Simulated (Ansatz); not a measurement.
SrSnS3 in space group Pnma (No. 62; Pearson symbol oP20), PBEsol in the plane-wave PAW code Ansatz, all energies at zero smearing, with the estimated change up to a 700 eV cutoff added, with one set of potentials and settings (totals compare only within such a set). Cell of 20 atoms (4 Sr, 4 Sn, 12 S): -48409.908 eV.

| element | reference phase | E (eV/atom) |
|---|---|---|
| Sr | Fm-3m, 1 atoms in the cell | -3492.2134 |
| Sn | I4_1/amd, 2 atoms in the cell | -5949.7830 |
| S | Fddd, 32 atoms in the cell | -884.8920 |

Formation energy per atom, worked out: (-48409.908 − 4×(-3492.2134) − 4×(-5949.7830) − 12×(-884.8920))/20 = -1.161 eV/atom (-112 kJ per mol of atoms), at 0 K, without zero-point energy or fitted corrections.

The workflow started from a Materials Project entry (that database holds measured and hypothetical structures alike); the Crystallography Open Database copy checked does not list it. Whether it is the stable phase at ambient conditions was not checked. The cell was relaxed with PBEsol under the symmetry of its start; of distortions, only those at the zone centre were tested. The references are the lowest solids computed at this level, not always the standard phases. Scalar-relativistic: spin–orbit coupling is off unless named, which matters more the heavier the elements.

Potentials: the later of the program's two PAW sets.
